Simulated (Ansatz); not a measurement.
Relaxation of a generated cell, ZrPbO3 placed in the GdFeO3 structure type; 20 atoms in the cell, which starts as Pnma (No. 62), oP20; a = 5.7513 Å, b = 8.1151 Å, c = 5.7321 Å, α = 90.00°, β = 90.00°, γ = 90.00°. The numbers are results of r2SCAN (plane waves to 500 eV, PAW, scalar-relativistic; Ansatz, an electronic-structure program), not measurements. Γ-centred k-mesh 4×3×4 on the run's cell (coarser than for final values), Fermi–Dirac smearing 0.05 eV. This is the first round of the run. 

The optimiser's lines from the output (shortened; P is positive under compression):

```
relax step   1: F+E_penalty+E_count = -71308.67504918 eV  Δ(F+E_penalty+E_count) = +0.000e0 eV  max|allowed force component| = 4.541e-1 eV/Å  Δτ_max = 0.0000 Å  P = +10.880 GPa  Ω = 267.530 Å³  (8 SCF iters, dr2 threshold 1.00e-7 eV, accepted)
relax step   2: F+E_penalty+E_count = -71309.12355369 eV  Δ(F+E_penalty+E_count) = -4.485e-1 eV  max|allowed force component| = 2.203e-1 eV/Å  Δτ_max = 0.1527 Å  P = -4.778 GPa  Ω = 291.136 Å³  (8 SCF iters, dr2 threshold 2.00e-6 eV, accepted)
relax step   3: F+E_penalty+E_count = -71309.29501505 eV  Δ(F+E_penalty+E_count) = -1.715e-1 eV  max|allowed force component| = 2.215e-1 eV/Å  Δτ_max = 0.0799 Å  P = -0.901 GPa  Ω = 284.160 Å³  (8 SCF iters, dr2 threshold 2.00e-6 eV, accepted)
relax step   4: F+E_penalty+E_count = -71309.31680374 eV  Δ(F+E_penalty+E_count) = -2.179e-2 eV  max|allowed force component| = 1.005e-1 eV/Å  Δτ_max = 0.0655 Å  P = -0.464 GPa  Ω = 283.546 Å³  (8 SCF iters, dr2 threshold 2.00e-6 eV, accepted)
relax step   5: F+E_penalty+E_count = -71309.32580351 eV  Δ(F+E_penalty+E_count) = -9.000e-3 eV  max|allowed force component| = 2.620e-2 eV/Å  Δτ_max = 0.0217 Å  P = +0.374 GPa  Ω = 282.004 Å³  (6 SCF iters, dr2 threshold 1.63e-6 eV, accepted)
relax step   6: F+E_penalty+E_count = -71309.32745233 eV  Δ(F+E_penalty+E_count) = -1.649e-3 eV  max|allowed force component| = 3.891e-3 eV/Å  Δτ_max = 0.0111 Å  P = +0.005 GPa  Ω = 282.506 Å³  (6 SCF iters, dr2 threshold 5.27e-7 eV, accepted)
relax step   7: F+E_penalty+E_count = -71309.32754462 eV  Δ(F+E_penalty+E_count) = -9.229e-5 eV  max|allowed force component| = 5.237e-4 eV/Å  Δτ_max = 0.0047 Å  P = +0.001 GPa  Ω = 282.507 Å³  (8 SCF iters, dr2 threshold 5.11e-9 eV, accepted)
relax step   8: F+E_penalty+E_count = -71309.33442883 eV  Δ(F+E_penalty+E_count) = -6.884e-3 eV  max|allowed force component| = 5.897e-4 eV/Å  Δτ_max = 0.0000 Å  P = -0.010 GPa  Ω = 282.507 Å³  stress off target by 1.29e-2 GPa  SCF on the basis re-selected at this cell (its energy is not comparable with the rows above)  (7 SCF iters)
```

From the first to the last row the energy changes by -0.03 eV/atom and the volume by +5.6 %. The last row is marked as not comparable with the walk above it, whose basis was carried along; it does compare with step 1, since both stand on a basis selected at the nominal cutoff for their own cell.

Later rounds, restarted from the end of this one on a renewed k-mesh, logged 7 more steps and released under 1 meV/atom more. The final structure after all rounds: Pnma (No. 62), oP20, AFLOW prototype AB3C_oP20_62_c_cd_a (as in CaTiO3); a = 5.853 Å, b = 8.255 Å, c = 5.847 Å, α = β = γ = 90.00°. Between re-selections the logged energies stand on a plane-wave basis carried along with the cell. No spin polarisation in the result.

The run could not lose the symmetry of its start.

The first start was generated by placing the elements on the sites of a structure type. Materials Project lists a structure of ZrPbO3 in the same space group, Pnma (No. 62); the sites were not compared with it, nor with measured phases.
